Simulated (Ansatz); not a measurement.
**Calculated 17O NMR of the central transition for Pb2CCl2O3**

Cell: a structure deposited in the COD whose atoms were relaxed with PBE, the cell held.

```
CELL_PARAMETERS angstrom
8.16000 0.00000 0.00000
0.00000 8.16000 0.00000
0.00000 0.00000 8.88300
ATOMIC_POSITIONS crystal
Pb 0.16659 0.66659 0.26244
Pb 0.33341 0.16659 0.26244
Pb 0.83341 0.33341 0.26244
Pb 0.66659 0.83341 0.26244
Pb 0.66659 0.83341 0.73756
Pb 0.83341 0.33341 0.73756
Pb 0.33341 0.16659 0.73756
Pb 0.16659 0.66659 0.73756
C 0.32179 0.82179 0.00000
C 0.17821 0.32179 0.00000
C 0.67821 0.17821 0.00000
C 0.82179 0.67821 0.00000
Cl 0.00000 0.00000 0.25111
Cl 0.50000 0.50000 0.74889
Cl 0.00000 0.00000 0.74889
Cl 0.50000 0.50000 0.25111
Cl 0.35383 0.85383 0.50000
Cl 0.14617 0.35383 0.50000
Cl 0.64617 0.14617 0.50000
Cl 0.85383 0.64617 0.50000
O 0.20843 0.70843 0.00000
O 0.29157 0.20843 0.00000
O 0.79157 0.29157 0.00000
O 0.70843 0.79157 0.00000
O 0.37231 0.87231 0.12923
O 0.12769 0.37231 0.12923
O 0.62769 0.12769 0.12923
O 0.87231 0.62769 0.12923
O 0.87231 0.62769 0.87077
O 0.62769 0.12769 0.87077
O 0.12769 0.37231 0.87077
O 0.37231 0.87231 0.87077
```

Atoms are numbered from 1 in the order listed; like atoms form one site, named after its first atom.

The numbers come from a DFT calculation in Ansatz (PBE, plane waves and PAW, scalar-relativistic, 420 eV cutoff, Γ-centred 3×3×3 k-points, Fermi–Dirac smearing 0.02 eV).

17O has I = 5/2 and Q = -25.58 mb (Pyykkö 2018); at 21.1 T its Larmor frequency is ν₀ = 121.8 MHz. Only the quadrupole interaction is simulated: positions count from each site's isotropic chemical shift, and J coupling is left out, as are shift anisotropy and dipolar coupling, which fast spinning averages.

Problem. Simulate the second-order pattern (fast magic-angle spinning, Gaussian broadening 0.4 kHz) of site O25 (1 C at 1.29 Å; also 3 Pb at 2.65–2.70 Å).

Solution. The calculation gives C_Q = -7.18 MHz and η = 0.89, so ν_Q = 1.08 MHz and the centre of gravity lies at -26.4 ppm (-3.21 kHz).

```tsv
offset (kHz)	height
-7.588	0
-7.329	2
-7.071	7
-6.812	14
-6.553	18
-6.295	19
-6.036	20
-5.777	21
-5.519	22
-5.260	23
-5.001	25
-4.743	27
-4.484	30
-4.225	39
-3.967	66
-3.708	94
-3.449	100
-3.191	91
-2.932	71
-2.673	58
-2.415	50
-2.156	45
-1.897	41
-1.639	38
-1.380	36
-1.122	33
-0.863	32
-0.604	30
-0.346	28
-0.087	18
0.172	4
0.430	0
```
